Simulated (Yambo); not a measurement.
G0W0@PBEsol for MgS (rock salt, space group Fm-3m, No. 225) in Yambo. Reference settings: 6×6×6 Γ-centred k mesh, bands 5 to 80 and a 10 Ry block in the screening, 80 bands in G with the Bruneval-Gonze terminator, plasmon pole fitted at 27.2 eV. The PBEsol gap Γ → X on this mesh is 2.73 eV; G0W0 gaps are taken between the same points.

| change from the reference | G0W0 gap Γ → X (eV) | shift of the valence edge (eV) |
|---|---|---|
| reference settings | 4.54 | -1.15 |
| 49 bands in G, no terminator | 4.44 | -0.92 |
| 36 bands in W | 4.49 | -0.97 |
| 49 bands in W, 49 bands in G | 4.51 | -1.04 |
| no terminator | 4.50 | -1.05 |
| 8 Ry block | 4.50 | -1.09 |
| 27 bands in G, no terminator | … | -0.63 |
| 4 Ry block | … | -0.91 |

**Question.** Estimate the withheld gaps from the other rows; the computed values follow.

**Answer.** 
- 27 bands in G, no terminator, G0W0 gap Γ → X (eV): 4.35
- 4 Ry block, G0W0 gap Γ → X (eV): 4.34

The reference isn't shown to be the converged limit.

Geometry relaxed with PBEsol; primitive cell a = 3.665 Å, b = 3.665 Å, c = 3.665 Å, α = 60.00°, β = 60.00°, γ = 60.00°.

A shift is the quasiparticle energy of the state minus its PBEsol energy.
